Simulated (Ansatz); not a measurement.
Pb:
```cif
data_Pb
_chemical_formula_sum 'Pb1'
_space_group_name_H-M_alt 'P 1'
_space_group_IT_number 1
_cell_length_a 3.50649
_cell_length_b 3.50649
_cell_length_c 3.50649
_cell_angle_alpha 60.000
_cell_angle_beta 60.000
_cell_angle_gamma 60.000
loop_
_space_group_symop_operation_xyz
  'x, y, z'
loop_
_atom_site_label
_atom_site_type_symbol
_atom_site_fract_x
_atom_site_fract_y
_atom_site_fract_z
_atom_site_occupancy
Pb1 Pb 0.00000 0.00000 0.00000 1
```

Relaxed with PBE+D3(BJ).

Q: Which orbitals make up the states near the Fermi level in plane-wave PAW PBE+D3(BJ) (Ansatz code)?

A: Within 0.5 eV of the Fermi level: Pb 6p 86 %, Pb 6s 11 %. Projections are on Löwdin-orthogonalised atomic valence shells; empty p or d shells of many metals are not among them.

Q: Tabulate the density of states.

A: States/eV per cell of 1 atom, in 0.25 eV bins, energy from the Fermi level.

```
E (eV)  total  Pb 6p  Pb 6s
------  -----  -----  -----
-7.85    0.67   0.10   0.56
-7.60    0.64   0.08   0.56
-7.35    0.63   0.07   0.56
-7.10    0.64   0.05   0.59
-6.85    0.73   0.02   0.71
-6.60    0.06   0.00   0.05
-6.35    0.00   0.00   0.00
-6.10    0.00   0.00   0.00
-5.85    0.00   0.00   0.00
-5.60    0.00   0.00   0.00
-5.35    0.00   0.00   0.00
-5.10    0.00   0.00   0.00
-4.85    0.00   0.00   0.00
-4.60    0.00   0.00   0.00
-4.35    0.00   0.00   0.00
-4.10    0.06   0.06   0.00
-3.85    0.15   0.15   0.00
-3.60    0.21   0.20   0.01
-3.35    0.27   0.25   0.01
-3.10    0.39   0.36   0.02
-2.85    0.51   0.47   0.03
-2.60    0.69   0.63   0.05
-2.35    0.90   0.81   0.07
-2.10    0.84   0.74   0.09
-1.85    0.68   0.57   0.09
-1.60    0.41   0.32   0.08
-1.35    0.41   0.33   0.07
-1.10    0.48   0.40   0.07
-0.85    0.50   0.42   0.07
-0.60    0.50   0.43   0.06
-0.35    0.51   0.44   0.06
-0.10    0.51   0.44   0.06
0.15     0.50   0.44   0.05
0.40     0.53   0.46   0.05
0.65     0.56   0.49   0.05
0.90     0.59   0.52   0.04
1.15     0.61   0.54   0.04
1.40     0.65   0.57   0.04
1.65     0.68   0.60   0.04
1.90     0.76   0.68   0.03
2.15     0.81   0.73   0.03
2.40     0.78   0.70   0.03
2.65     0.76   0.68   0.03
2.90     0.74   0.66   0.02
3.15     0.71   0.64   0.02
3.40     0.68   0.61   0.02
3.65     0.67   0.59   0.02
3.90     0.64   0.57   0.02
4.15     0.62   0.55   0.01
4.40     0.60   0.54   0.01
4.65     0.58   0.52   0.01
4.90     0.56   0.50   0.01
```

Space group Fm-3m (fcc (Cu type)). The cell was relaxed with PBE+D3(BJ) under the symmetry of its start. The pairwise dispersion correction was not fitted to metals. Scalar-relativistic: spin–orbit coupling is off unless named, which matters more the heavier the elements.

Potentials: the earlier of the program's two PAW sets.
